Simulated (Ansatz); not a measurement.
# Which compounds prefer NiAs type, which zinc blende?

Screening note. The same compounds were relaxed in two structure types, A (NiAs type) and B (zinc blende). The sign of the energy difference maps which chemistry favours which net.

The yardstick is HgSe. Energies compare within a row alone.

Methods, by column (Ansatz, a plane-wave PAW program): energies: PBE, total energy at 0 K with the change to a 700 eV cutoff added (comparable within one formula alone); volumes: PBE, relaxed cell; gaps, gap of B: PBE; electronegativity spread: pymatgen's element table; height above the lowest phase: PBE, against the lowest phase of the formula computed here.

Definitions used: ΔE = E(B) − E(A); volume change = V(B)/V(A) − 1; shift = ΔE − ΔE_ref.

| crystal | E of A (eV/atom) | E of B (eV/atom) | V of A (Å³/atom) | V of B (Å³/atom) | gap of A (eV) | gap of B (eV) | electronegativity spread (Pauling) | lower of the two above the lowest phase (meV/atom) | E(B) − E(A) (meV/atom) | volume change (%) | ΔE against the reference (meV/atom) |
|---|---|---|---|---|---|---|---|---|---|---|---|
| CdS | −4578.739 | −4578.916 | 21.08 | 26.02 | 0.55 | 1.04 | 0.89 | 1 | −177.0 | 23.4 | 46 |
| SiC | −442.800 | −443.582 | 8.48 | 10.50 | 0.00 | 1.37 | 0.65 | 1 | −782.0 | 23.8 | −559 |
| HgTe | −10396.672 | −10396.876 | 29.44 | 36.77 | 0.00 | 0.00 | 0.10 | 0 | −204.0 | 24.9 | 19 |
| BAs | −2505.052 | −2506.054 | 12.55 | 13.90 | 0.00 | 1.20 | 0.14 | 0 | −1002.0 | 10.8 | −779 |
| GaAs | −4319.578 | −4319.929 | 19.80 | 23.70 | 0.00 | 0.16 | 0.37 | 0 | −351.0 | 19.7 | −128 |
| HgSe, reference | −9641.258 | −9641.481 | 24.86 | 30.66 | 0.00 | 0.00 | 0.55 | 0 | −223.0 | 23.3 | 0 |

Started from generated or typed cells, with no claim that the phase is known: CdS; SiC; HgTe; BAs; HgSe. Runs started from generated or typed cells of the structure named: GaAs (for some of its values). No claim is made that these are known or stable phases: GaAs. No gap (0.00) means none at this level, which can close a small real gap. Spin–orbit coupling is left out unless named.

The steps for SiC:

- ΔE = 1000 × (−443.582 − (−442.800)) = −782.0 meV/atom
- volume change: 100 × (10.50/8.48 − 1) = 23.8 %
- ΔE against the reference: (−782.0) − (−223.0) = −559 meV/atom

By ΔE (most in favour of B first): BAs (−1002.0 ± 6.9), SiC (−782.0 ± 6.9), GaAs (−351.0 ± 6.9), HgSe (−223.0 ± 6.9), HgTe (−204.0 ± 6.9), CdS (−177.0 ± 6.9). The ± follows from allowances picked for this note (energies 0.004 eV/atom, energies 0.004 eV/atom, 4 meV/atom on the figure itself), carried to first order and added in quadrature; ≈ joins neighbours closer than their two ± added in quadrature.

A is lower for no row; B is lower for CdS, SiC, HgTe, BAs, GaAs, HgSe.

Phases never computed could lie lower. Vibrational terms are left out. Caveats that name a compound hold for one or both of its types. Rows are a sample of the formulas computed in both types, kept where one of the types is near the lowest computed phase for half the rows or more. Limits of the draw: compounds alone, the lowest cell of each type. As a rule kept out of such tables: 4f compounds, open-shell compounds run without a Hubbard term, cells found unstable in the tests at hand, cells close to a higher symmetry, and runs set to a pressure or over 12 % in volume from the crystal's fullest run.
